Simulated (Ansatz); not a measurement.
The start is a relaxed Ru cell displaced along its unstable phonon at q = Γ (49i cm⁻¹), largest move 0.15 Å. Cell shape, volume and atoms are optimised at zero target pressure with PBE (plane waves to 420 eV, PAW, scalar-relativistic; Ansatz, a first-principles code). The first steps use a coarse 10×10×5 k-mesh.

Input geometry:
```yaml
crystal:
  lattice:
    - [3.72142, 0.00000, 0.00000]
    - [-1.86071, 3.22285, 0.00000]
    - [0.00000, 0.00000, 6.74274]
  atoms:
    - { symbol: Ru, position: [0.35660, 0.71321, 0.06862] }
    - { symbol: Ru, position: [0.64340, 0.28679, 0.56862] }
    - { symbol: Ru, position: [0.68994, 0.37988, 0.93138] }
    - { symbol: Ru, position: [0.31006, 0.62012, 0.43138] }
```

Q: How much energy is released per atom?

A: 0.78 eV/atom.

Q: How does the volume change?

A: -28.9 %, from 20.22 to 14.38 Å³/atom.

Q: Is the parent structure recovered?

A: It does not go back: it reaches Cmc2₁ (No. 36), 0.79 eV/atom below the parent.

Q: How do the shortest distances between atoms change?

A: The closest pairs of elements (up to four, under 3.6 Å), start → end: Ru–Ru 2.34 → 2.48 Å.

Q: Is the relaxed structure metallic? Give its gap.

A: No gap (metallic).

Q: Give the final cell and atomic positions.

A: 
```cif
data_Ru8
_chemical_formula_sum 'Ru8'
_space_group_name_H-M_alt 'Cmc21'
_space_group_IT_number 36
_space_group_name_Hall 'C 2c -2'
_cell_length_a 2.66866
_cell_length_b 8.67292
_cell_length_c 4.96996
_cell_angle_alpha 90.000
_cell_angle_beta 90.000
_cell_angle_gamma 90.000
loop_
_atom_site_label
_atom_site_type_symbol
_atom_site_symmetry_multiplicity
_atom_site_Wyckoff_symbol
_atom_site_fract_x
_atom_site_fract_y
_atom_site_fract_z
_atom_site_occupancy
Ru1 Ru 4 a 0.00000 0.49951 0.11486 1
Ru2 Ru 4 a 0.00000 0.22806 0.88514 1
```
(The calculation used a cell of 4 atoms; values per cell refer to that cell.)

Final values are on a 18×18×10 k-mesh of the relaxed cell. No spin polarisation in the result.

The run could not lose the symmetry of its start: the end is stationary, and may be a saddle point rather than a minimum.

Of the parent cell (P6₃/mmc (No. 194)): it is a generated cell of Ru: the first start was made by placing the elements on the sites of a structure type, and the end was not matched to a known phase here, so it may be hypothetical. A known form of Ru has the same space group but another cell.

The relaxed structure here is a generated cell of Ru: the first start was made by placing the elements on the sites of a structure type, and the end was not matched to a known phase here, so it may be hypothetical. Known forms of Ru include space group No. 194.
